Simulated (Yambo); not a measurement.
Yambo run on TiO$_{2}$ (space group I4/m, No. 87). The wavefunctions are norm-conserving PBEsol (Quantum ESPRESSO, 84 Ry, scalar-relativistic) ones on a 4×4×4 mesh (48 occupied bands); a = b = c = 6.436 Å, α = β = 94.93°, γ = 145.89°.

Yambo input:

```
rim_cut
HF_and_locXC
RandQpts= 1000000
RandGvec= 1 Ry
EXXRLvcs= 84 Ry
VXCRLvcs= 336 Ry
% QPkrange
 1 | 1 | 48 | 49 |
 3 | 3 | 48 | 49 |
 6 | 6 | 48 | 49 |
 8 | 8 | 48 | 49 |
 13 | 13 | 48 | 49 |
%
```

k points by index: 1 = Γ, 3 = X, 6 = N, 8 = P, 13 = M.

Table of the .hf output:

```
#    K-point    Band    Eo [eV]    Ehf [eV]    Vxc [eV]    Vnlxc [eV]
#
    1    48    -0.700269    -5.798527    -19.24061    -24.33887
    1    49    1.592067    8.764257    -18.71220    -11.54000
    3    48    -0.666444    -5.634166    -19.32375    -24.29147
    3    49    2.269939    9.324818    -19.20110    -12.14622
    6    48    -0.364512    -5.236554    -19.75928    -24.63132
    6    49    2.840123    10.45952    -20.15307    -12.53367
    8    48    -0.196372    -5.137643    -19.86190    -24.80317
    8    49    2.604764    10.34340    -19.97911    -12.24048
    13    48    0.000000    -4.847771    -20.05485    -24.90262
    13    49    2.868556    10.91957    -20.03258    -11.98157
```
Exchange alone, without screening.

Geometry of the Materials Project entry, not relaxed at this level.

This is not the ordinary phase of the substance; no match was found in the copy of COD used, and its stability was not checked.
